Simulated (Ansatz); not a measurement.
## SnO2: an elastic constant from a strain scan

Theory: Ansatz 0.2.0, DFT PBE, scalar-relativistic, plane waves, PAW. Cutoff 420 eV, Γ-centred 6×6×8 k-points, Gaussian smearing of 0.05 eV. No spin polarisation. Energies are free energies at this smearing, counted from the undisturbed cell; pressure is positive in compression.

The starting cell (relaxed at this level):

```
Sn O
1.0
     4.82770    0.00000    0.00000
     0.00000    4.82770    0.00000
     0.00000    0.00000    3.23799
Sn O
2 4
Cartesian
  0.0000 0.0000 0.0000
  2.4139 2.4139 1.6190
  1.4802 1.4802 0.0000
  0.9337 3.8941 1.6190
  3.3475 3.3475 0.0000
  3.8941 0.9337 1.6190
```

The cell is strained by ε times the Voigt pattern (1, 1, 0, 0, 0, 0) (xx, yy, zz, yz, xz, xy; engineering shear) with fractional coordinates fixed. The cell holds 6 atoms in V0 = 75.47 Å³. The stress column is τ = (1/V0) dE/dε, got from the stress tensor σ (compression positive) at each point as −det(1 + εP) σ : P(1 + εP)⁻¹, with P the pattern as a tensor.

| ε | ΔE (meV/atom) | τ (GPa) |
| --- | --- | --- |
| -0.0600 | 121.831 | -56.888 |
| -0.0450 | 65.224 | -39.651 |
| -0.0300 | 27.596 | -24.579 |
| -0.0150 | 6.524 | -11.436 |
| 0.0000 | 0.000 | 0.008 |
| 0.0150 | 5.985 | 9.937 |
| 0.0300 | 22.852 | 18.507 |
| 0.0450 | 49.059 | 25.820 |
| 0.0525 | 65.247 | 29.046 |
| 0.0600 | ? | ? |

Question: Which combination of elastic constants does this scan measure, and how large is it?

Answer: For small ε, τ = τ0 + Kε with K = pᵀCp, which for this pattern is C11 + C22 + 2 C12 in the Cartesian frame shown. The parabola through τ at ε = -0.0150, 0 and 0.0150 has slope K = 712 GPa at zero. The energies per cell, E = NΔE, of the same two points give K = 2[E(ε₊)/ε₊ − E(ε₋)/ε₋]/[(ε₊ − ε₋)V0] = 708 GPa, in agreement. These are clamped-ion values.

Question: Predict the withheld row at ε = 0.0600 from the harmonic law, and compare.

Answer: ΔE = V0(τ0 ε + Kε²/2)/N = 100.707 meV/atom and τ = 42.75 GPa. The calculation gives 83.220 meV/atom and 32.09 GPa: the energy lies 17 % below the harmonic value, as bonds soften when stretched.

Forces appear on the atoms along this scan, and letting them relax would lower the energy and soften the response.

Cost: 10 runs of about 1.3 core-minutes in all, on Arm Neoverse V1 (shared hosts).